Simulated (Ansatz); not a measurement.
ZrTa:
```cif
data_TaZr
_chemical_formula_sum 'Ta1 Zr1'
_space_group_name_H-M_alt 'P 1'
_space_group_IT_number 1
_cell_length_a 2.92756
_cell_length_b 2.92756
_cell_length_c 4.78263
_cell_angle_alpha 90.000
_cell_angle_beta 90.000
_cell_angle_gamma 90.000
loop_
_space_group_symop_operation_xyz
  'x, y, z'
loop_
_atom_site_label
_atom_site_type_symbol
_atom_site_fract_x
_atom_site_fract_y
_atom_site_fract_z
_atom_site_occupancy
Ta1 Ta 0.00000 0.00000 0.00000 1
Zr1 Zr 0.50000 0.50000 0.50000 1
```

Relaxed with r²SCAN.

Q: Tabulate the valence density and the electron localisation function along the shortest Ta–Zr contact (3.16 Å), r²SCAN (plane waves, PAW; program Ansatz).

A: 

```csv
distance from Ta (Å),density (e/Å³),ELF
0.32,4.67,0.44
0.47,4.53,0.71
0.63,3.16,0.75
0.79,1.62,0.61
0.95,0.71,0.32
1.11,0.38,0.16
1.27,0.26,0.18
1.42,0.22,0.26
1.58,0.20,0.29
1.74,0.21,0.21
1.90,0.24,0.15
2.06,0.37,0.20
2.21,0.74,0.44
2.37,1.56,0.70
2.53,2.79,0.79
2.69,3.92,0.74
2.85,4.24,0.51
```

The density is the valence pseudo-density with augmentation charge, so density and ELF within about 1 Å of a nucleus are not all-electron values.

Space group P4/mmm (L1₀ or tetragonal B2). The start of the workflow was typed in or built on a structure type; neither database checked (COD, Materials Project) lists it. Its standing as an ambient phase is unchecked. The r²SCAN relaxation kept the symmetry of its start; its stability against distortions is not shown here. The run is not spin-polarised. Its formation energy is positive at this level, so the cell may be metastable or incomplete. Scalar-relativistic: spin–orbit coupling is off unless named, which matters more the heavier the elements.

Potentials: the earlier of the program's two PAW sets.
